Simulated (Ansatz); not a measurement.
Level of theory: Ansatz, DFT PBE, scalar-relativistic, plane waves, PAW. All cells share a 420 eV cutoff and Γ-centred k meshes spaced at most about 0.3 Å⁻¹ (about 0.25 or finer for metals, 2π included). No spin polarisation in the final relaxations.

Formation energies are uncorrected and refer to the elements' standard structures at the same level.

A relaxed structure of HfGe3 has 19.49 Å³/atom, +0.19 eV/atom against the elements, no gap on its mesh:

```cif
data_structure
_symmetry_space_group_name_H-M 'Fm-3m'
_symmetry_Int_Tables_number 225
_cell_length_a 6.7810
_cell_length_b 6.7810
_cell_length_c 6.7810
_cell_angle_alpha 90.000
_cell_angle_beta 90.000
_cell_angle_gamma 90.000
_cell_volume 311.81
loop_
_atom_site_label
_atom_site_type_symbol
_atom_site_symmetry_multiplicity
_atom_site_Wyckoff_symbol
_atom_site_fract_x
_atom_site_fract_y
_atom_site_fract_z
_atom_site_occupancy
Hf1 Hf 4 a 0.00000 0.00000 0.00000 1
Ge1 Ge 8 c 0.25000 0.75000 0.75000 1
Ge2 Ge 4 b 0.50000 0.00000 0.00000 1
```

Problem. Predict cell, energy and gap of HfSi3 with the same space group and Wyckoff sites.

Solution. HfSi3 has a = 6.457 Å: 16.83 Å³/atom, +0.32 eV/atom against the elements, no gap on its mesh. The volume per atom changes by -13.7 % and the formation energy by +0.14 eV/atom (from unrounded values). Covalent radii: Ge 1.20 Å, Si 1.11 Å; electronegativities 2.01 and 1.90. The cell follows the size of the atom. Around Hf lie 8 Si at 2.80 Å and 6 Si at 3.23 Å; Si on a site of symmetry -43m is surrounded by 4 Hf at 2.80 Å, 4 Si at 2.80 Å and 6 Si at 3.23 Å; Si on a site of symmetry m-3m has 8 Si at 2.80 Å and 6 Hf at 3.23 Å.

```
Hf Si
1.0
     0.00000    3.22855    3.22855
     3.22855    0.00000    3.22855
     3.22855    3.22855    0.00000
Hf Si
1 3
Direct
  0.00000 0.00000 0.00000
  0.25000 0.25000 0.25000
  0.75000 0.75000 0.75000
  0.50000 0.50000 0.50000
```

The two cells were relaxed from separate starts that ended on the same group and sites; neither need be the stable form of its compound. These runs have no spin–orbit coupling, which can matter for Hf. Cells relaxed within their symmetry can be saddle points.
